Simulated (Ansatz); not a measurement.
This cell of AlN (zinc blende) is off equilibrium:

```
AlN
1.0
    0.00000     4.36982     4.36982
    2.18491     2.18491     4.36982
    2.18491     2.18491     0.00000
N Al
2 2
Direct
  0.00000   0.75000   0.75000
  0.50000   0.75000   0.75000
  0.00000   0.06408   0.93592
  0.50000   0.93592   0.06408
```

The numbers are results of r2SCAN (plane waves to 500 eV, PAW, scalar-relativistic; Ansatz, an electronic-structure program), not measurements. k mesh 13×13×13 (Γ-centred), Fermi-Dirac smearing 0.05 eV. Stress and pressure are positive under compression. As the smearing reaches across the gap at some points, energies and forces of such displacements shift with the k mesh and the smearing. AlN was relaxed with its symmetry unable to fall.

Problem. Predict the force on every atom, in eV/Å.

Solution. 
| atom | Fx | Fy | Fz |
|---|---|---|---|
| N1 | 0.000 | 0.000 | 0.000 |
| N2 | 0.000 | 0.000 | 0.000 |
| Al3 | 0.000 | 0.000 | -8.625 |
| Al4 | 0.000 | 0.000 | 8.625 |

Problem. What is the stress tensor (GPa)?

Solution. 
```
   24.3      0.0      0.0
    0.0     24.3      0.0
    0.0      0.0    -13.6
```
The pressure, a third of the trace, is 11.7 GPa.

(A displaced cell: forces are minus the slopes of the energy, force constants its curvatures, and phonons follow from these.)
